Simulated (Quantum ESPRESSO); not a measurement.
## One change at a time to HfMo4Pt2Zr

All numbers below are calculated, not measured. They come from Quantum ESPRESSO 7.5, a public plane-wave density functional program. Each row is one single-point run on a made-up periodic cell of eight metal atoms, with elements, volume, strain and displacements drawn at random and not relaxed, so a cell may be unstable or far from any real phase. There is no spin polarisation or spin-orbit coupling.

Settings: PBE unless stated; PseudoDojo standard norm-conserving files; Fermi-Dirac width 0.25 eV, which means electrons at about 2900 K; cutoff 1143 eV; 5 x 5 x 4 k mesh shifted half a step off Gamma. E is the free energy of the whole cell (internal energy minus TS), so a -TS column is already part of it. Stress is positive in tension, and the pressure P is minus a third of its trace.

Checks: one run of this series was repeated at a higher cutoff and on a denser mesh, which moved values by no more than 0.007 eV, 0.02 GPa and 0.004 eV/Å, and a second program with other atomic files agreed on it to 2 % rms in force and 0.5 GPa in pressure. Known limits: heavy elements are run without spin-orbit coupling, which real alloys of them have; a spin test at this wide smearing found no moment, but such smearing suppresses magnetism that the real alloy may have.

The lattice is face-centred cubic, and the cell vectors in Å are (2.062, 4.223, 2.088); (2.095, -4.244, 2.094); (4.272, -0.013, -4.297), a volume of 151.27 Å³ in run 1. The elements on sites 1 to 8 are Mo Mo Mo Zr Pt Mo Pt Hf. Each later run makes one change to run 1 and keeps the rest. E is counted from run 1, and is n/a where other atomic files have another zero of energy.

```
run,change,V (Å³),P (GPa),-TS (eV),rms force (eV/Å),largest change of a force component (eV/Å),E (eV)
1,none,151.27,-13.89,-2.112,0.537,0.000,0.000
2,sites 7 and 8 exchanged,151.27,-14.21,-2.098,0.501,1.702,0.138
3,all lengths scaled by -1.91 %,142.76,-5.59,-1.974,0.635,0.269,-0.528
4,PBEsol in place of PBE,151.27,-19.91,-2.112,0.530,0.068,n/a
5,Ti on site 8,151.27,-18.32,-2.250,0.413,0.399,n/a
6,site 5 moved by -0.23 Å along y,151.27,-13.23,-2.098,0.575,0.837,?
```

## Worked estimate

Along the move dE = -F dx. The force on site 5 along y is 0.016 eV/Å in run 1 and 0.853 eV/Å in run 6, and the move is -0.23 Å, so the mean force times the move gives an estimate.

## Withheld value

Question: what E should run 6 give?

The estimate is 0.100 eV. The calculation gave 0.094 eV. The mean of two end points misses the curvature of the force.
